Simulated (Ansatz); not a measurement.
LiC$_{6}$ in space group Cmmm (No. 65; C on 4i, C on 4i, C on 4i, Li on 2c) at seven volumes, PBEsol (plane waves, PAW; program Ansatz), shape and atoms relaxed at each. One row is withheld.

```json
[
 {"V (Å³/atom)": "7.472", "P (GPa)": "8.36"},
 {"V (Å³/atom)": "7.718", "P (GPa)": "4.91"},
 {"V (Å³/atom)": "7.965", "P (GPa)": "2.19"},
 {"V (Å³/atom)": "8.211", "P (GPa)": "-0.01"},
 {"V (Å³/atom)": "8.457", "P (GPa)": "-1.90"},
 {"V (Å³/atom)": "8.704", "P (GPa)": "?"},
 {"V (Å³/atom)": "8.950", "P (GPa)": "-4.96"}
]
```

Q: Fit the shown pressures and predict the withheld one.

A: P = (3/2)B₀(x^(7/2) − x^(5/2))[1 + (3/4)(B′ − 4)(x − 1)] with x = (V₀/V)^(2/3). Least squares on the six rows gives V₀ = 8.204 Å³/atom, B₀ = 70.2 GPa, B′ = 5.01. At V = 8.704, x = 0.9613 and P = -3.58 GPa. The run itself gave -3.54 GPa.

The start of the workflow was typed in or built on a structure type; neither database checked (COD, Materials Project) lists it. Its standing as an ambient phase is unchecked. The PBEsol relaxation kept the symmetry of its start; of distortions, only those at the zone centre were tested.

Potentials: the later of the program's two PAW sets.
